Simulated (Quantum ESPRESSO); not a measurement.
# Where does O sit best among S sites?

These are calculations, not measurements. They come from pw.x of Quantum ESPRESSO 7.5, a plane-wave density functional program, with PseudoDojo standard norm-conserving files (v0.5 for PBE, v0.4.1 for LDA and PBEsol). The cells are made up: elements, strain and atom displacements were drawn at random, and nothing was relaxed. There is no spin polarisation, spin-orbit coupling or dispersion term.

The cell has 8 sites of a wurtzite lattice (rectangular cell). Sites 1 to 4 hold Mg Mg Mg Mg; sites 5 to 8 hold X X X X. Cell vectors in Å: (4.173, -0.029, 0.010); (-0.050, 7.236, 0.031); (0.016, 0.029, 6.673). Settings: PBE, cutoff 1143 eV, 4 x 4 x 4 k mesh shifted by half a step, Fermi-Dirac smearing of 0.025 eV.

In each run one of the sites marked X holds O and the others hold S; cell and positions stay the same. E is the free energy of the cell.

```
site of the guest,first shell,mean distance (Å),E above the lowest (eV),P (GPa),force on the guest (eV/Å)
5,Mg4,2.516,0.000,-7.92,0.725
6,Mg4,2.556,0.487,-7.09,0.509
7,Mg4,2.515,0.236,-7.54,0.666
8,Mg4,2.595,0.644,-6.80,0.602
```

A rerun of one of these cells at 1437 eV and k mesh 6 x 6 x 6 moved values by no more than 0.004 eV in the cell's energy, 0.06 GPa in stress and 0.009 eV/Å in force.

## Reading the table

Site 5 is lowest, by 0.236 eV, over three times the rerun's bound. A straight line of energy against the mean distance has a slope of 6.8 ± 2.1 eV/Å, so the guest costs less on the tighter sites. The positions are random and not relaxed, so the differences hold for this frozen cell and are not site preferences of a real crystal.